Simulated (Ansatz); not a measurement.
Recipe of this trial structure of Na2Al2O: random cell by space group and Wyckoff sites (P4/mmm, No. 123). Its size is a rough estimate.

```cif
data_structure
_symmetry_space_group_name_H-M 'P4/mmm'
_symmetry_Int_Tables_number 123
_cell_length_a 4.1961
_cell_length_b 4.1961
_cell_length_c 5.6447
_cell_angle_alpha 90.000
_cell_angle_beta 90.000
_cell_angle_gamma 90.000
_cell_volume 99.39
loop_
_atom_site_label
_atom_site_type_symbol
_atom_site_symmetry_multiplicity
_atom_site_Wyckoff_symbol
_atom_site_fract_x
_atom_site_fract_y
_atom_site_fract_z
_atom_site_occupancy
Na1 Na 2 g 0.00000 0.00000 0.75020 1
Al1 Al 2 f 0.00000 0.50000 0.00000 1
O1 O 1 d 0.50000 0.50000 0.50000 1
```

Method: DFT PBE, scalar-relativistic, plane waves, PAW in Ansatz 0.2.0. Cutoff 420 eV, Gaussian smearing, Γ-centred meshes. Cell and atoms relax first on a coarse mesh and then on a finer one. In between, the cell is made exact in the group found at 0.06 Å. In metals the finer mesh still leaves noise of several meV/atom or more. The steps can't lower the symmetry of their start. Collinear spin is switched on along the way, since trial moments persisted in a coarse test.

A guess keeps its type if space group and coordination stay and the shape of the cell changes little (axis ratios within about 15 %, angles within 6°); the volume may change.

Problem. Does this structure survive the relaxation?

Solution. It doesn't keep its type. The symmetry stays P4/mmm (No. 123). The volume per atom grows by 10.3 %, from 19.9 to 21.9 Å³. The shortest distance goes from 2.53 Å (Na–Al) to 2.47 Å (Na–Na). The ratio c/a of the conventional cell changes by a factor of 1.87. Counting neighbours within 15 % of an atom's shortest distance, the start has Al 4, Na 6, O 16 and the end Al 4, Na 5, O 8. In detail, at the end Na is surrounded by 1 Na at 2.47 Å, 4 O at 2.78 Å and 4 Na at 3.52 Å; Al has 4 Al at 2.49 Å; O is surrounded by 8 Na at 2.78 Å and 4 O at 3.52 Å.

```xyz
5
Lattice="3.5170 0.0000 0.0000 0.0000 3.5170 0.0000 0.0000 0.0000 8.8649" Properties=species:S:1:pos:R:3 pbc="T T T"
Na    0.0000    0.0000    5.6666
Na    0.0000    0.0000    3.1983
Al    0.0000    1.7585    0.0000
Al    1.7585    0.0000    0.0000
O     1.7585    1.7585    4.4324
```

The last run used collinear spin, a 10×10×4 mesh (in the run's order of axes) for its 5-atom cell and Gaussian smearing of 0.10 eV. The magnetic state reached may not be the lowest. Symmetry constrained the relaxation, so the result can be a saddle point. Another cell of Na2Al2O relaxed alike but without spin, in P-3m1, lies 0.35 eV/atom lower, so this cell isn't the stable form at this level.
